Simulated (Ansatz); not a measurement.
Frames from the relaxation of a relaxed TiC cell displaced along its unstable phonon at q = (½, 0, 0) of its primitive reciprocal cell (66i cm⁻¹), largest move 0.15 Å, as extended XYZ (Å, eV, eV/Å, GPa with compression positive). Level of theory: PBE (plane waves to 420 eV, PAW, scalar-relativistic; Ansatz, a quantum-chemistry and plane-wave program). Γ-centred k-mesh 4×8×12 on the run's cell (coarser than for final values), Fermi–Dirac smearing 0.05 eV.

```xyz
8
Lattice="8.0287 0.0000 0.0000 0.0000 4.0144 0.0000 0.0000 0.0000 2.6868" Properties=species:S:1:pos:R:3:forces:R:3 pbc="T T T" step=1 free_energy=-11001.977 pressure=-0.2 accepted=T
Ti     0.0207     0.0000    -0.0879    0.0986    0.0000   -0.0589
Ti     3.9937     0.0000     0.0879    0.0455    0.0000    0.0485
Ti     1.9950     2.0072     0.1495   -0.0842    0.0000    0.1132
Ti     6.0337     2.0072    -0.1495   -0.0604    0.0000   -0.1230
C      0.0469     2.0072     1.9061   -0.0377    0.0000    0.0232
C      3.9674     2.0072     1.9933    0.0140    0.0000    0.0533
C      1.9796     0.0000     0.8113    0.0272    0.0000   -0.0030
C      6.0491     0.0000     0.6628   -0.0032    0.0000   -0.0532
8
Lattice="8.0273 0.0000 -0.0242 0.0000 4.0078 0.0000 -0.0081 0.0000 2.6969" Properties=species:S:1:pos:R:3:forces:R:3 pbc="T T T" step=2 free_energy=-11001.990 pressure=-0.1 accepted=T
Ti     0.0330     0.0000    -0.0979   -0.0457    0.0000   -0.0758
Ti     3.9932     0.0000     0.0918   -0.0399    0.0000    0.0930
Ti     1.9854     2.0039     0.1649    0.0451    0.0000    0.1550
Ti     6.0293     2.0039    -0.1972    0.0352    0.0000   -0.1808
C      0.0389     2.0039     1.9081    0.0287    0.0000    0.0231
C      3.9462     2.0039     2.0049    0.0449    0.0000    0.0526
C      1.9822     0.0000     0.8233   -0.0232    0.0000   -0.0121
C      6.0574     0.0000     0.6233   -0.0452    0.0000   -0.0550
8
Lattice="6.6070 0.0000 -1.7551 0.0000 4.3295 0.0000 -0.5873 0.0000 2.9780" Properties=species:S:1:pos:R:3:forces:R:3 pbc="T T T" step=21 free_energy=-11009.096 pressure=1.9 accepted=T
Ti     0.2202     0.0000    -1.1168    0.0000    0.0000    0.0000
Ti     3.2301     0.0000    -0.5053    0.0000    0.0000    0.0000
Ti     1.4315     2.1647     0.6780    0.0000    0.0000    0.0000
Ti     5.0286     2.1647    -1.6886    0.0000    0.0000    0.0000
C     -0.3671     2.1647     1.8613    0.0000    0.0000    0.0000
C      2.6427     2.1647     2.4727    0.0000    0.0000    0.0000
C      1.4315     0.0000     0.6780    0.0000    0.0000    0.0000
C      5.0286     0.0000    -1.6886    0.0000    0.0000    0.0000
```

The path has 24 moves and ends in Fm-3m (No. 225) (rock salt type), 0.89 eV/atom below its start. Free energies are of the whole cell and compare only within this code, potentials and settings.  No spin polarisation in the result.

The run could not lose the symmetry of its start.

Of the parent cell (P4/nmm (No. 129)): it is a generated cell of TiC: the first start was made by placing the elements on the sites of a structure type, and the end was not matched to a known phase here, so it may be hypothetical. Known forms of TiC include space group No. 225.
